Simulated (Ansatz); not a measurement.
Computed with Ansatz 0.2.0, DFT PBE, scalar-relativistic, plane waves, PAW. Settings: cutoff 420 eV, Γ-centred meshes spaced at most about 0.3 Å⁻¹ (2π included), Gaussian smearing. No spin polarisation in the final relaxations.

All energies are static (0 K, no zero-point motion). All come from trial cells, and lower structures may exist.

Question: Order these relaxed structures of Al3InAs4 by energy, lowest first, with the energy over the lowest of them.
A.

```
CELL_PARAMETERS angstrom
-2.91865 2.91865 5.82845
2.91865 -2.91865 5.82845
2.91865 2.91865 -5.82845
ATOMIC_POSITIONS crystal
Al 0.00000 0.00000 0.00000
Al 0.25000 0.75000 0.50000
Al 0.75000 0.25000 0.50000
In 0.50000 0.50000 0.00000
As 0.63294 0.63294 0.52695
As 0.10600 0.10600 0.47305
As 0.89400 0.36706 0.00000
As 0.36706 0.89400 0.00000
```

B.

```
CELL_PARAMETERS angstrom
4.12693 0.00000 0.00000
0.00000 4.12969 5.83855
0.00000 -4.12969 5.83855
ATOMIC_POSITIONS crystal
Al 0.00000 0.00005 0.00005
Al 0.50000 0.50055 0.99920
Al 0.50000 0.99920 0.50055
In 0.00000 0.50070 0.50070
As 0.00000 0.89112 0.36972
As 0.50000 0.36359 0.36359
As 0.00000 0.36972 0.89112
As 0.50000 0.87506 0.87506
```

Answer: A (0 meV/atom), B (12 meV/atom). Forms: A Al and In ordered on zinc blende sites, I-42m; B Al and In ordered on zinc blende sites, Amm2. Counting As atoms around Al and In (those within 1.25 times the shortest such distance or 1.15 times the sum of covalent radii): A has Al 4, In 4; B has Al 4, In 4.

With atoms moved at random, I-42m came back. Other cells relaxed within their symmetry can be saddle points. Some structure types and database cells were kept out of the candidates from the start, so a known form may be missing.
